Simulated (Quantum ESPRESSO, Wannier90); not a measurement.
**Wannier functions of AlAs (wurtzite)**

Cell from Materials Project (mp-8881), symmetrised, no further relaxation. Not found in the COD (Crystallography Open Database) copy used, which has the formula in other groups; not checked further. Level: PBEsol, spinors with spin-orbit coupling; pw.x of Quantum ESPRESSO at 68 Ry with PseudoDojo potentials, 6×6×4 k-points, Wannier90. Density: 12×12×6 mesh, cold smearing 0.01 Ry.

```
begin unit_cell_cart
ang
    4.0023898199    0.0000000000    0.0000000000
   -2.0011949100    3.4661712599    0.0000000000
    0.0000000000    0.0000000000    6.5778000000
end unit_cell_cart
mp_grid = 6 6 4
```

Neighbour vectors b of the finite-difference formula (Å⁻¹), by shell:

```json
[
 {"shell": "1", "b_x": "0.00000", "b_y": "0.00000", "b_z": "0.23880"},
 {"shell": "1", "b_x": "0.00000", "b_y": "0.00000", "b_z": "-0.23880"},
 {"shell": "2", "b_x": "0.00000", "b_y": "0.30212", "b_z": "0.00000"},
 {"shell": "2", "b_x": "0.26164", "b_y": "0.15106", "b_z": "0.00000"},
 {"shell": "2", "b_x": "0.00000", "b_y": "-0.30212", "b_z": "0.00000"},
 {"shell": "2", "b_x": "0.26164", "b_y": "-0.15106", "b_z": "0.00000"},
 {"shell": "2", "b_x": "-0.26164", "b_y": "-0.15106", "b_z": "0.00000"},
 {"shell": "2", "b_x": "-0.26164", "b_y": "0.15106", "b_z": "0.00000"}
]
```

Problem. Find the weights w_b from the completeness condition Σ_b w_b b_α b_β = δ_αβ.

Solution. Shell 1: Σ b_x² = 0.000, Σ b_y² = 0.000, Σ b_z² = 0.114 Å⁻²
Shell 2: Σ b_x² = 0.274, Σ b_y² = 0.274, Σ b_z² = 0.000 Å⁻²
Each of the three diagonal sums, weighted, has to give 1 and the off-diagonal ones 0, which holds for w_1 = 8.77 Å², w_2 = 3.65 Å². Check on xx: 8.77×0.000 + 3.65×0.274 = 1.00.

On this mesh the 12 functions of bands 25-36 (bands 25-36; start: atomic waves As 4p, conv_tol = 1.0e-6) end with spreads 3.1221, 3.1787, 3.1787, 3.1221, 3.0475, 3.0475, 3.1221, 3.1787, 3.1787, 3.1221, 3.0475, 3.0475 Å², Ω_I = 35.4608 Å² and Ω_D = 0.0764 Å².

Ω_total is the sum of the spreads, 37.393 Å². Ω_OD = Ω_total − Ω_I − Ω_D = 1.856 Å². Only (Ω_D + Ω_OD)/Ω_total = 5.2 % depends on the gauge, and another start could lower the total by that share at most. The rms radius is √(Ω_total/12) = 1.77 Å.
